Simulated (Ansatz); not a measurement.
A geometry of MgF₂ away from equilibrium: the start of the relaxation of a relaxed MgF2 cell, doubled along one cell vector, shaken by Gaussian noise of σ = 0.08 Å a coordinate. The numbers are results of PBE (plane waves to 420 eV, PAW, scalar-relativistic; Ansatz, a first-principles code), not measurements. Γ-centred k-mesh 5×5×3 on the run's cell (coarser than for final values), Fermi–Dirac smearing 0.05 eV.

```xyz
12
Lattice="0.0000 4.3450 4.3450 4.3450 0.0000 4.3450 8.6900 8.6900 0.0000" Properties=species:S:1:pos:R:3 pbc="T T T"
F      1.0217     1.2101     1.0028
F      5.5215     5.4269     1.1987
F      1.1545     3.3508     3.2709
F      5.4166     7.5261     3.2562
F      3.2511     1.0020     3.1089
F      7.6562     5.5169     3.2665
F      3.3025     3.3783     1.1257
F      7.7323     7.5397     0.9972
Mg     1.9877     2.1575     2.1902
Mg     6.5112     6.4431     2.1115
Mg    -0.0194    -0.1380     0.0389
Mg     4.2782     4.3484     0.0148
```

Question: What forces act on the atoms (eV/Å)?

Answer: 
| atom | Fx | Fy | Fz |
|---|---|---|---|
| F1 | -0.84 | -0.83 | -0.56 |
| F2 | -2.22 | -2.22 | -2.36 |
| F3 | -0.07 | -0.08 | 0.16 |
| F4 | -0.13 | 0.42 | 0.07 |
| F5 | -0.17 | -0.22 | 0.41 |
| F6 | 0.18 | -0.05 | 0.01 |
| F7 | -1.39 | -1.22 | 1.17 |
| F8 | -2.24 | -2.27 | 2.22 |
| Mg9 | 2.25 | 0.29 | -0.28 |
| Mg10 | 1.73 | 2.30 | 1.82 |
| Mg11 | 1.38 | 3.42 | -2.14 |
| Mg12 | 1.53 | 0.45 | -0.52 |

Question: What is the pressure?

Answer: +1.3 GPa, compression positive.

Question: How far above the relaxed end point is this geometry?

Answer: 0.10 eV/atom; the path ends in C2/c (No. 15) at a tolerance of 0.01 Å, Fd-3m (No. 227) at 0.1 Å.

No spin polarisation in the result.

The end of the path is a generated cell of MgF2: the first start was made by placing the elements on the sites of a structure type, and the end was not matched to a known phase here, so it may be hypothetical. Known forms of MgF2 include space group No. 136.
